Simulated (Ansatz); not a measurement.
Input file for Ansatz (a quantum-chemistry and plane-wave program):

Ansatz 0.2 input:
```yaml
crystal:
  lattice:
    - [-2.4176487584, 2.7255313682, 5.0029640972]
    - [2.4176487584, -2.7255313682, 5.0029640972]
    - [2.4176487584, 2.7255313682, -5.0029640972]
  atoms:
    - { symbol: Au, position: [0.0, 0.0, 0.0] }
    - { symbol: Au, position: [0.2534868666, 0.5, 0.7534868666] }
    - { symbol: Au, position: [0.7465131334, 0.5, 0.2465131334] }
    - { symbol: K, position: [0.6955539908, 0.1955539908, 0.5] }
    - { symbol: K, position: [0.3044460092, 0.8044460092, 0.5] }
kpoints:
  mp_grid: { grid: [11, 11, 11] }
basis: { xc_grid: 2, fft_grid_basis: typed }
hamiltonian:
  xc: pbesol
  pseudopotentials: { kind: paw }
scf:
  occupations: { method: gaussian, width: 0.1 }
checkpoint: { read: metal.run }
output: { write_density: true, elf: true, volumetric_format: npy }
```

Output (shortened):

```
Pseudopotential: Au, paw, valence charge 19
Pseudopotential: K, paw, valence charge 9
Functional definition: PBEsol
Crystal: 5 atoms, lattice volume = 131.866 Å³
Basis set: ecut = 420 eV, 2593 PW (Γ), exchange–correlation on 90×90×90 points (8 copies of the dense FFT grid, shifted against one another)
Bands: 45, of which v1, the nominal top of the filled ones, is band 38 counted from 1 (37 counted from 0)
Symmetry: 8 space group operations
Space group: Immm (ITA 71), of the structure as read, at distance tolerance 5.1e-5 Å
k-points: 216 of 1331
Stability of the state it starts from, as read at its close in the unpolarized treatment …
iter 1 solved again at ethr=2.56e-7 eV; its pass at ethr=3.10e-3 eV (dr2=1.92e-4 eV) is discarded
SCF iter   1: F=—  HF=-42054.619691 eV  |F-HF|=—  |Δ(HF+E_count)|=         —  Δρ=5.35e-7  dr2=3.66e-10  ethr=2.56e-7  ⟨swp⟩=3.0  Hψ=62239  notcnv=0
preconditioner: auto → LDOS
SCF iter   2: F=—  HF=-42054.619770 eV  |F-HF|=—  |Δ(HF+E_count)|=   7.97e-5  Δρ=8.70e-7  dr2=1.14e-9  ethr=1.00e-12  ⟨swp⟩=8.1  Hψ=40219  notcnv=0
SCF iter   3: F=-42054.619770 eV  HF=-42054.619770 eV  |F-HF|=2.91e-11  |Δ(HF+E_count)|=  3.20e-10  Δρ=2.87e-7  dr2=7.77e-11  ethr=1.00e-12  ⟨swp⟩=1.0  Hψ=24068  notcnv=0
SCF 1 converged in 3 iterations: F = -42054.619770 eV  dr2 = 7.77e-11
SCF converged after 3 iterations
Free energy (F): -42054.619770 eV
Harris-Foulkes:  -42054.619770 eV  (|F-HF|=2.91e-11)
Internal energy: -42054.613637 eV  (E = F + TS)
E sigma→0 (E₀):  -42054.616704 eV
Entropy (-TS):   -0.006133 eV (-1.227 meV/atom)
Fermi energy:    10.077076 eV
--- Per-component energies (eV) ---
  E_band       = -1315.974992
  E_kinetic    = 2325.771875
  E_local      = -9989.102336  (includes V_loc(G=0)·N_el)
  E_nonlocal   = 256.688082
  E_hartree    = 4196.822413
  E_xc         = -947.086426
  E_vxc        = -1151.545720  (∫ρ·V_xc dr)
  E_paw        = -30220.670955  (= ΣΔE_a)
  E_vpaw       = -1151.435441  (= ΣTr[D̂ρ^β])
  E_aug_tail   = 0.004123  (compensation charges beyond the density's cutoff)
  E_ewald      = -7678.184621
  E_core_change = 1.144208  (= ΣΔE_core)
  E_smearing   = -0.006133  (= −TS)
  E_closure    =  0.000000  (closes the sum)
  Σ components = -42054.619770   (vs F -42054.619770, Δ=0.00e0)
  [band-id]    e_kinetic+e_local+e_nonlocal+2·e_hartree+e_vxc+e_vpaw+e_augmentation_tail = -1315.974590   (vs E_band -1315.974992, Δ=4.02e-4)
--- Band table (eV; the first three rows and the last of 216) ---
  k-point 0: bands = ["-95.1975", "-95.1875", "-95.0430", "-46.7423", "-46.6264", "-46.5679", "-46.5479", "-46.5469", "-46.5221", "-46.4282", "-46.4165", "-46.4101", "-20.4166", "-20.3656", "-4.1658", "-4.0899", "-4.0255", "-3.9242", "-3.9214", "-3.9134", …
  k-point 1: bands = ["-95.1973", "-95.1877", "-95.0430", "-46.7391", "-46.6220", "-46.5674", "-46.5509", "-46.5473", "-46.5257", "-46.4306", "-46.4166", "-46.4089", "-20.4147", "-20.3672", "-4.1588", "-4.0848", "-4.0321", "-3.9367", "-3.9209", "-3.9157", …
  k-point 2: bands = ["-95.1967", "-95.1883", "-95.0430", "-46.7294", "-46.6100", "-46.5660", "-46.5582", "-46.5486", "-46.5374", "-46.4371", "-46.4168", "-46.4055", "-20.4098", "-20.3715", "-4.1528", "-4.0581", "-4.0575", "-3.9768", "-3.9139", "-3.9119", …
  k-point 215: bands = ["-95.1975", "-95.1875", "-95.0430", "-46.7435", "-46.6225", "-46.5678", "-46.5501", "-46.5469", "-46.5214", "-46.4309", "-46.4166", "-46.4086", "-20.4071", "-20.3740", "-4.1801", "-4.1141", "-4.0709", "-3.9214", "-3.9144", "-3.8883", …
```

Cost: about 40 core-seconds (a rough figure) on shared cores.

The workflow started from an entry of the Crystallography Open Database (COD). Its standing as an ambient phase is unchecked. The PBEsol relaxation kept the symmetry of its start; whether a distortion lowers the energy is not shown. Scalar-relativistic: spin–orbit coupling is off unless named, which matters more the heavier the elements.

Potentials: the later of the program's two PAW sets.

Ansatz is a plane-wave DFT program.
